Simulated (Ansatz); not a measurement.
Level of theory: DFT PBE, scalar-relativistic, plane waves, PAW in Ansatz. Settings: cutoff 420 eV, Γ-centred meshes spaced at most about 0.3 Å⁻¹, and about 0.25 Å⁻¹ or finer for metals (2π included), Gaussian smearing. Collinear spin in cells that started with moments and kept them past the coarse steps, no spin elsewhere.

These are static total energies at zero pressure. All come from trial cells, and lower structures may exist.

Problem. Order these relaxed structures of Ba2ZrO3 by energy, lowest first, with the energy over the lowest of them.
A. Space group P4/mmm (No. 123), tetragonal, a = 3.110 Å, c = 9.672 Å. Around Ba lie 4 O at 2.74 Å, 4 O at 2.92 Å, 5 Ba at 3.11–3.26 Å and 1 Zr at 3.21 Å; Zr is surrounded by 8 O at 2.55 Å, 4 Zr at 3.11 Å and 2 Ba at 3.21 Å; O on a site of symmetry 4mm has 4 Zr at 2.55 Å, 1 O at 2.57 Å, 4 Ba at 2.92 Å, 4 O at 3.11 Å and 1 O at 3.55 Å; around O on a site of symmetry 4/mmm lie 8 Ba at 2.74 Å, 4 O at 3.11 Å and 2 O at 3.55 Å.
B. Space group P6/mmm (No. 191), hexagonal, a = 6.832 Å, c = 3.417 Å. Around Ba lie 6 O at 2.61 Å, 2 Ba at 3.42 Å, 3 Ba at 3.94 Å and 3 Zr at 3.94 Å; Zr is surrounded by 2 Zr at 3.42 Å, 12 O at 3.82 Å and 6 Ba at 3.94 Å; O is surrounded by 4 Ba at 2.61 Å, 6 O at 3.42 Å and 4 Zr at 3.82 Å.
C. Space group P6/mmm (No. 191), hexagonal, a = 5.806 Å, c = 3.968 Å. Around Ba lie 6 O at 2.60 Å, 3 Ba at 3.35 Å and 6 Zr at 3.89 Å; Zr has 6 O at 2.90 Å and 12 Ba at 3.89 Å; around O lie 4 Ba at 2.60 Å, 2 Zr at 2.90 Å and 4 O at 2.90 Å.

Solution. A (0 meV/atom), C (530 meV/atom), B (959 meV/atom). Forms: A Ba and Zr ordered on caesium chloride sites, P4/mmm, no spin; C P6/mmm, no spin; B P6/mmm, moments up to 1.3 μB. Counting O atoms around Ba and Zr (those within 1.25 times the shortest such distance or 1.15 times the sum of covalent radii; the shortest distance is added where it is long for a bond): A has Ba 8, Zr 8; C has Ba 6, Zr 6 from 2.9 Å; B has Ba 6, Zr 12 from 3.8 Å.

A magnetic state wasn't ruled out in cells without spin, among them P4/mmm. The magnetic state reached may not be the lowest. Cells relaxed within their symmetry can be saddle points. Some structure types and database cells were kept out of the candidates from the start, so a known form may be missing.
